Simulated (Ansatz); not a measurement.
The relaxed structure here is a generated cell of CsPbBr3: the first start was made by placing the elements on the sites of a structure type, and the end was not matched to a known phase here, so it may be hypothetical. Known forms of CsPbBr3 include space group No. 62, 221.

A structure of CsPbBr3 relaxed with PBEsol (plane waves to 420 eV, PAW, scalar-relativistic; Ansatz, a program for electronic structure); single points at other levels follow on the same geometry (Ansatz, PAW; HSE06 at 420 eV on a 4×4×4 k-mesh; no spin-orbit coupling). Space group P4mm (No. 99).

```
CELL_PARAMETERS angstrom
      4.98645     0.00000     0.00000
      0.00000     4.98645     0.00000
      0.00000     0.00000     8.75932
ATOMIC_POSITIONS crystal
  Cs 0.50000 0.50000 0.54346
  Pb 0.00000 0.00000 0.09012
  Br 0.50000 0.50000 0.92981
  Br 0.50000 0.00000 0.27131
  Br 0.00000 0.50000 0.27131
```

| level | gap (eV) | kind | conduction minimum |
|---|---|---|---|
| PBEsol | 1.56 | indirect | Z |
| HSE06 | ? | – | ? |

**Question.** Fill in the missing entries.

**Answer.** 
- HSE06, gap (eV): 2.58
- HSE06, conduction minimum: Z

HSE06 gaps come from a coarse mesh plus a few chosen points, so they may be too large. No spin polarisation in the result.

The run could not lose the symmetry of its start, so the end can be a saddle point.
